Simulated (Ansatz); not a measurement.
Theory: DFT PBE, scalar-relativistic, plane waves, PAW in Ansatz 0.2.0. Settings: cutoff 420 eV, Γ-centred meshes spaced at most about 0.3 Å⁻¹, and about 0.25 Å⁻¹ or finer for metals (2π included), Gaussian smearing. No spin polarisation in the final relaxations.

All energies are static (0 K, no zero-point motion).

Compare these two cells of B₃P, each relaxed at this level.

1.

```
B P
1.0
     4.06872    0.00000    0.00000
    -2.03436    3.52362    0.00000
     0.00000    0.00000    2.96263
B P
3 1
Direct
  0.52595 0.47405 0.50000
  0.52595 0.05190 0.50000
  0.94810 0.47405 0.50000
  0.33333 0.66667 0.00000
```

2.

```
B P
1.0
     2.86966    0.00000    0.00000
    -1.43483    2.48519    0.00000
     0.00000    0.00000    4.88538
B P
3 1
Direct
  0.00000 0.00000 0.50000
  0.66667 0.33333 0.33688
  0.66667 0.33333 0.66312
  0.00000 0.00000 0.00000
```

Task: Which would you expect to be lower, and how large is the difference?

Result: Cell 2 is lower, by 86 meV/atom. Cell 1 has space group P-6m2 (No. 187), 10.6 Å³/atom and no gap on its mesh; cell 2 has space group P-6m2 (No. 187), 8.7 Å³/atom and no gap. Counting B atoms around P (those within 1.25 times the shortest such distance or 1.15 times the sum of covalent radii; the shortest distance is added where it is long for a bond), cell 1 has P 6 and cell 2 has P 8 from 2.3 Å. Cell 1 holds B–B units of three or more atoms (shortest 1.72 Å); cell 2 holds B–B nets (shortest 1.59 Å). The denser one is the lower, and pressure would at first widen the difference. Even the lower one lies +0.71 eV/atom against the reference forms of the elements (uncorrected), so neither is stable at this level. In cell 1, around B lie 2 B at 1.72 Å and 2 P at 2.01 Å; P is surrounded by 6 B at 2.01 Å. In cell 2, around B on a site of symmetry -6m2 lie 6 B at 1.84 Å and 2 P at 2.44 Å; B on a site of symmetry 3m is surrounded by 1 B at 1.59 Å, 3 B at 1.84 Å and 3 P at 2.34 Å; around P lie 8 B at 2.34–2.44 Å and 6 P at 2.87 Å. Both come from invented guesses.

Cells relaxed within their symmetry can be saddle points.
